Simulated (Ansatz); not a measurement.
HfGa₃ in space group I4/mmm (No. 139; Hf on 2a, Ga on 2b, Ga on 4d), the program Ansatz at the r²SCAN level (PAW), all energies at zero smearing, with the estimated change up to a 700 eV cutoff added, with one set of potentials and settings (totals compare only within such a set). Cell of 4 atoms (1 Hf, 3 Ga): -27105.522 eV.

| element | reference phase | E (eV/atom) |
|---|---|---|
| Hf | P6_3/mmc, 2 atoms in the cell | -15733.0631 |
| Ga | Cmce, 4 atoms in the cell | -3790.2689 |

Formation energy per atom, worked out: (-27105.522 − 1×(-15733.0631) − 3×(-3790.2689))/4 = -0.413 eV/atom (-40 kJ per mol of atoms), at 0 K, without zero-point energy or fitted corrections.

The first step of the workflow began from a Materials Project structure, measured or hypothetical; the Crystallography Open Database files this formula in space group No. 139, but the cells were not matched. Its standing as an ambient phase is unchecked. The cell was relaxed with r²SCAN under the symmetry of its start; its stability against distortions is not shown here. No spin polarisation was allowed. The references are the lowest solids computed at this level, not always the standard phases. Spin–orbit coupling is left out wherever it is not named.

Potentials: the later of the program's two PAW sets.
